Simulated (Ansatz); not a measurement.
CdSe:
```xyz
2
Lattice="0.0000 3.0666 3.0666 3.0666 0.0000 3.0666 3.0666 3.0666 0.0000" Properties=species:S:1:pos:R:3 pbc="T T T"
Se     4.6000     4.6000     4.6000
Cd     0.0000     0.0000     0.0000
```

Relaxed with r²SCAN.

### Question
Give the Bader charges and basin volumes of the independent atoms, the program Ansatz at the r²SCAN level (PAW).

### Answer


```csv
atom,Bader charge (e),Bader volume (Å³)
Se1,-0.82,35.2
Cd2,+0.82,22.4
```

Space group F-43m (zinc blende). Symmetry was held in the r²SCAN relaxation.

Potentials: the later of the program's two PAW sets.
